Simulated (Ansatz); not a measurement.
Ga₄AsP₃ as one 8-atom ordering on the zincblende lattice, 8 atoms and 82 valence electrons in a cell of about 167 Å³, was run 7 times in Ansatz, each time on 4 threads of Intel(R) Xeon(R) Processor @ 2.50GHz (Skylake/Cascade Lake), with other jobs on the host.

```tsv
run	k mesh	irreducible k	cutoff (eV)	plane waves	bands	SCF iterations	wall time	peak host memory (GiB)
relaxation, PBE	6×4×4	36	420	3389	50	55	110 s	0.67
relaxation, r2SCAN	6×4×4	36	500	4231	50	34	120 s	0.96
bands, PBE	6×4×6	48	420	3297	47	7	38 s	0.95
single point, r2SCAN	6×4×6	48	500	4231	47	8	38 s	0.97
single point, HSE06	4×2×4	18	420	3297	47	19	7.6 min	3.1
single point, PBE+SOC	6×4×6	48	420	3297	94	9	2.5 min	2.3
single point, PBE0	4×2×4	18	420	3297	47	18	7.4 min	3
```

The slowest run (single point, HSE06) took about 12 times as long as the quickest (bands, PBE).

Only the levels marked +SOC include spin-orbit coupling.
